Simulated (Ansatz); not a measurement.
A scan (energy against volume; even scaling of the relaxed cell, symmetry kept) gave these values. Level of theory: PBEsol (plane waves to 420 eV, PAW, scalar-relativistic; Ansatz, a first-principles code).

The bulk modulus B₀ (third-order Birch-Murnaghan fit) is 191 GPa. The pressure derivative B₀′ (fit) comes out as 4.4 and the equilibrium volume of the fit is 13.11 Å³/atom.

Problem. Of these crystals, all scanned alike, which one is it?
A. CeO₂ (fluorite)
B. BAs (zinc blende)
C. CdSe (zinc blende)

Solution. A, CeO₂ (fluorite). The others have, for the bulk modulus: BAs 140 GPa, CdSe 52.0 GPa

All were relaxed with their symmetry unable to fall. CeO2 is run without spin polarisation. The PAW data are Ansatz's earlier set. The filling of the f shell was not checked against other fillings, so treat energies with care. (This holds for the magnetic or f-shell members.)

(A scan under strain: stresses follow from slopes of the energy per volume, elastic moduli from its curvatures.)
